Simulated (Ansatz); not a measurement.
Gd (hcp (Mg type)), relaxed and computed with several functionals in Ansatz (plane waves, PAW).

```csv
functional,a (Å),c (Å),V (Å³/atom)
PBE,3.619,5.797,32.87
LDA,3.478,5.521,28.91
PBE+D3(BJ),3.540,5.658,30.70
PBEsol,3.539,5.644,30.61
```

With the 4f shell in the valence, where a lower state may exist: Gd, hcp (Mg type). Spin orders computed, not proven ground states: Gd, hcp (Mg type) with PBE antiferromagnetic; Gd, hcp (Mg type) with LDA antiferromagnetic; Gd, hcp (Mg type) with PBE+D3(BJ) antiferromagnetic; Gd, hcp (Mg type) with PBEsol antiferromagnetic. All cells were relaxed under the symmetry of their starts (and spin orders); stability against distortions was not tested throughout. Cells of antiferromagnets are given as chemical subcells. No Hubbard U is applied. Spin–orbit coupling is left out wherever it is not named.

Potentials: the earlier of the program's two PAW sets. The files were generated under PBE; for other functionals the program regenerates the frozen cores, and for LDA and PBEsol the local potential too.

Ansatz (a first-principles code) is a plane-wave DFT program.
